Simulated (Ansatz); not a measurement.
Given:

La:
```
CELL_PARAMETERS angstrom
      3.32826     0.00000     0.00000
      0.00000     3.32826     0.00000
      0.00000     0.00000     3.32826
ATOMIC_POSITIONS crystal
  La 0.00000 0.00000 0.00000
```

This is the PBE-relaxed structure.

Problem. All from PBE in the plane-wave PAW code Ansatz, unless another level is named. Predict the bulk modulus (Birch–Murnaghan fit).

Solution. 23.0 GPa.

Problem. What about the elastic constants (relaxed ions, GPa)?

Solution. C11 = 48.0, C12 = 10.9, C44 = -0.9.

Space group Pm-3m (simple cubic). The cell is a constructed one: a structure type filled with these elements; neither database checked (COD, Materials Project) lists it. It is not the phase usual at ambient conditions (space group No. 194). The cell was relaxed with PBE under the symmetry of its start; phonons on a q-mesh show weakly imaginary modes. As this level gives no gap, shear constants depend on the k-mesh and smearing (Fermi–Dirac, 0.1 eV here). Spin–orbit coupling is left out wherever it is not named.

Potentials: the later of the program's two PAW sets.
